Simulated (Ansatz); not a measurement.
# Rigid cleavage in TaRu

Computed with DFT r2SCAN, scalar-relativistic, plane waves, PAW (Ansatz). Cutoff 500 eV, Γ-centred 19×19×6 k-points, Gaussian smearing of 0.15 eV. Spin–orbit coupling is left out, which can shift energies with elements as heavy as these. No spin polarisation. Energies are free energies at this smearing, counted from the undisturbed cell; pressure is positive in compression.

Zero of the scan (relaxed at this level; with this scan's settings it stands at -0.1 GPa; it needn't be the usual structure):

```
CELL_PARAMETERS angstrom
-2.14991 2.15036 0.00000
-2.14991 -2.15036 0.00000
0.00000 0.00000 10.20747
ATOMIC_POSITIONS crystal
Ta 0.50000 0.50000 0.91667
Ta 0.50000 0.50000 0.25000
Ta 0.50000 0.50000 0.58333
Ru 0.00000 0.00000 0.75000
Ru 0.00000 0.00000 0.08333
Ru 0.00000 0.00000 0.41667
```

The cut lies on the cell's a–b face, a (0 0 1) plane (indices in the standard cell, whose axes needn't be the Cartesian ones shown) of area 9.25 Å², between layers 1.70 Å apart. Vector c is lengthened by d along the normal with the atoms' Cartesian places fixed: one unrelaxed cut a cell. The cell is metallic on the mesh throughout.

**Question.** Over the sampled range (0.00 to 3.00), is the undisturbed cell the lowest point?

**Answer.** Yes, every other sampled point lies higher.

The scan:

| d (Å) | energy (J/m²) |
| --- | --- |
| 0.00 | 0.00 |
| 0.50 | 0.99 |
| 1.00 | 2.84 |
| 3.00 | 6.61 |

Cost: 4 runs of about 27 core-minutes in all, on Intel Xeon Platinum 8488C (Sapphire Rapids) (shared hosts).